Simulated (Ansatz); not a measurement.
Nb2SnC:
```cif
data_C2Nb4Sn2
_chemical_formula_sum 'Nb4 Sn2 C2'
_space_group_name_H-M_alt 'P63/mmc'
_space_group_IT_number 194
_space_group_name_Hall '-P 6c 2c'
_cell_length_a 3.22979
_cell_length_b 3.22979
_cell_length_c 13.76681
_cell_angle_alpha 90.000
_cell_angle_beta 90.000
_cell_angle_gamma 120.000
loop_
_atom_site_label
_atom_site_type_symbol
_atom_site_symmetry_multiplicity
_atom_site_Wyckoff_symbol
_atom_site_fract_x
_atom_site_fract_y
_atom_site_fract_z
_atom_site_occupancy
Nb1 Nb 4 f 0.33333 0.66667 0.08278 1
Sn1 Sn 2 d 0.66667 0.33333 0.25000 1
C1 C 2 a 0.00000 0.00000 0.00000 1
```

Relaxed at zero pressure with DFT-PBEsol in the program Ansatz with PAW potentials.

Question: The volume is raised by 3 % and shape and atoms relax at that volume. What pressure results, and how do the axes share the change?

Answer: -4.8 GPa; a 1.1 %, b 1.1 %, c 0.8 %; the energy rises by 7 meV/atom.

Question: Give the new structure.

Answer: 
Space group P6₃/mmc (No. 194); a = b = 3.264 Å, c = 13.880 Å, α = β = 90.00°, γ = 120.00°

| atom | site | symmetry | x | y | z |
|---|---|---|---|---|---|
| Nb | 4f | 3m. | 0.3333 | 0.6667 | 0.0817 |
| Sn | 2d | -6m2 | 0.6667 | 0.3333 | 0.2500 |
| C | 2a | -3m. | 0.0000 | 0.0000 | 0.0000 |

The phase is kept; no other phase was compared at this pressure.

Space group P6_3/mmc. The workflow started from a Materials Project entry (that database holds measured and hypothetical structures alike); the Crystallography Open Database copy checked does not list it. Whether it is the stable phase at ambient conditions was not checked. Symmetry was held in the PBEsol relaxation; phonons on a q-mesh show no instability. No spin polarisation was allowed. Spin–orbit coupling is left out wherever it is not named.

Potentials: the later of the program's two PAW sets.
